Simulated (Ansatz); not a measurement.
Values for one crystal, relaxed and computed with r²SCAN (plane waves, PAW; program Ansatz); other levels are named.

Volume per atom: 15.87 Å³
Band gap: 6.12 eV (direct)
Valence-band maximum: at Γ
Electron effective mass: 0.42 mₑ (isotropic)
Hole effective mass, band 1 of 2 at the edge: 7.9 along x, 3.2 along z (mₑ)
Pressure derivative B′: 7.1
Bulk modulus (Birch–Murnaghan fit): 41.7 GPa

Which compound is it?
A) CsPbCl3, cubic perovskite
B) Cd2SiO4, Fddd (Cd on 16f, Si on 8a, O on 32h)
C) CaCd2As2, P-3m1 (Ca on 1a, Cd on 2d, As on 2d)
D) CaHClO, P6_3mc (Ca on 2b, H on 2a, Cl on 2b, O on 2a)

D, CaHClO, P6_3mc (Ca on 2b, H on 2a, Cl on 2b, O on 2a)

The first step of the workflow began from a Materials Project structure, measured or hypothetical; the Crystallography Open Database copy checked does not list it. Whether it is the stable phase at ambient conditions was not checked. Symmetry was held in the r²SCAN relaxation; whether a distortion lowers the energy is not shown.

Potentials: the later of the program's two PAW sets.
